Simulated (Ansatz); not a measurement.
SrLiSbS₃ — ¹²³Sb NMR of the central transition

Cell: a measured structure from the Crystallography Open Database (COD), taken as it stands.

Space group P2_1/c (No. 14); a = 5.9300, b = 12.3260, c = 7.9410 Å, β = 90.31°.

| site | Wyckoff | site symmetry | x | y | z |
| --- | --- | --- | --- | --- | --- |
| Li | 4e | 1 | 0.2535 | 0.7363 | 0.3642 |
| Sr | 4e | 1 | 0.7548 | 0.5769 | 0.1530 |
| Sb | 4e | 1 | 0.7347 | 0.9089 | 0.1509 |
| S13 | 4e | 1 | 0.3310 | 0.8799 | 0.1362 |
| S17 | 4e | 1 | 0.8126 | 0.7713 | 0.3669 |
| S21 | 4e | 1 | 0.7418 | 0.0666 | 0.3455 |

One atom of each set is listed.

The numbers come from a DFT calculation in Ansatz (PBE, plane waves and PAW, scalar-relativistic, 420 eV cutoff, Γ-centred 5×3×4 k-points, Fermi–Dirac smearing 0.02 eV).

¹²³Sb has I = 7/2 and Q = -692.0 mb (Pyykkö 2018); at 35.2 T its Larmor frequency is ν₀ = 195.5 MHz (from the bare nuclear moment; shielding lowers the observed one by a per cent or two). Only the quadrupole interaction is simulated: positions count from each site's isotropic chemical shift, and shift anisotropy, dipolar and J coupling are left out.

(1) What does the ¹²³Sb spectrum (static powder) show for each site?

Answers

(1) 

```tsv
site	first shell	C_Q (MHz)	η	P_Q (MHz)	δ_QIS (ppm)	breadth (kHz)
Sb	3 S at 2.42–2.48 Å; also 1 S at 3.20 Å	364	0.32	371	-9168	11629
```

δ_QIS = −(ν_Q²/30ν₀²)[I(I+1) − 3/4](1 + η²/3) × 10⁶ ppm with ν_Q = 3|C_Q|/[2I(2I−1)]; it falls as 1/B₀² in ppm, and the breadth as 1/B₀ in kHz.

At Sb V_zz stands upright on the plane through its three neighbours (within 12°).

The largest force is 0.5 eV/Å, so the atoms aren't at the calculated equilibrium and relaxing them would move these values. Without spin–orbit coupling (the program notes it for Sb) the gradients are little affected as a rule: paired runs on crystals with a gap mostly move them by under 2 % at such atoms. With these PAW files V_zz is typically within 2 to 3 % of all-electron values, but misses above 10 % occur on Sb.
